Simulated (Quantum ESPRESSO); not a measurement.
# Planted mistakes on one cell of HfIn3O5N

The results below are calculated, not measured. They come from pw.x of Quantum ESPRESSO 7.5, a plane-wave density functional program, with PseudoDojo standard norm-conserving files (v0.5 for PBE, v0.4.1 for LDA and PBEsol). The cells are made up: elements, strain and atom displacements were drawn at random, and nothing was relaxed. There is no spin polarisation, spin-orbit coupling or dispersion term.

The hafnium file is less sure than the others, with forces about 3 percent (worst 6) and pressure in oxides about 1.5 GPa (worst 2.7) from a second method in checks, which no rerun with the same files tests.

The cell has 10 sites of a corundum lattice. Sites 1 to 4 hold Hf In In In; sites 5 to 10 hold O O O N O O. Cell vectors in Å: (2.793, 1.632, 4.932); (-2.856, 1.605, 4.977); (-0.056, -3.334, 4.986). Settings: PBE, cutoff 1143 eV, 5 x 5 x 5 k mesh shifted by half a step, Fermi-Dirac smearing of 0.025 eV.

The intended run has a self-consistency threshold of 1e-07 eV, a smearing term of 0.000 eV, a pressure of -7.28 GPa and 15 iterations. Each further run changes one thing: all lengths scaled by 0.9914; atoms of sites 8 and 9 exchanged; cutoff 627 eV; files of LDA; k mesh 2 x 2 x 2; one electron added; smearing 0.77 eV; threshold 0.1 eV. A coarse mesh keeps the shift, and a charged cell sits in a uniform background.

```
run,change of free energy (eV),smearing term -TS (eV),change of P (GPa),largest change of a force component (eV/Å),iterations
A,-0.121,0.000,3.67,0.158,15
B,-0.007,0.000,0.07,0.042,15
C,19.437,0.000,-10.74,0.306,15
D,10.539,0.000,-66.47,0.101,15
E,11.663,-0.003,22.83,0.410,14
F,0.049,0.000,-0.13,0.769,6
G,0.004,0.000,0.13,1.738,15
H,-1.094,-3.582,4.06,0.548,14
```

A rerun of the intended cell at 1437 eV and k mesh 7 x 7 x 7 moved values by no more than 0.003 eV in the cell's energy, 0.03 GPa in stress and 0.002 eV/Å in force.

Question: which change belongs to which run?

## Worked reading

Run F has the fewest iterations, as a run stopped early does. Run H has the largest smearing term, as wide smearing gives. Run D has a higher energy and the largest fall in pressure, as too small a basis gives. Run A changes the volume by a factor of 0.9744; minus its pressure change over the logarithm of that factor, 142 GPa, is a rough bulk modulus with clamped atoms. Energies from files of another functional, or of a charged cell, have another zero and say nothing on stability; the pressure of a charged cell rests on the program's zero of potential too.

## Key

| run | change |
| --- | --- |
| A | all lengths scaled by 0.9914 |
| B | k mesh 2 x 2 x 2 |
| C | files of LDA |
| D | cutoff 627 eV |
| E | one electron added |
| F | threshold 0.1 eV |
| G | atoms of sites 8 and 9 exchanged |
| H | smearing 0.77 eV |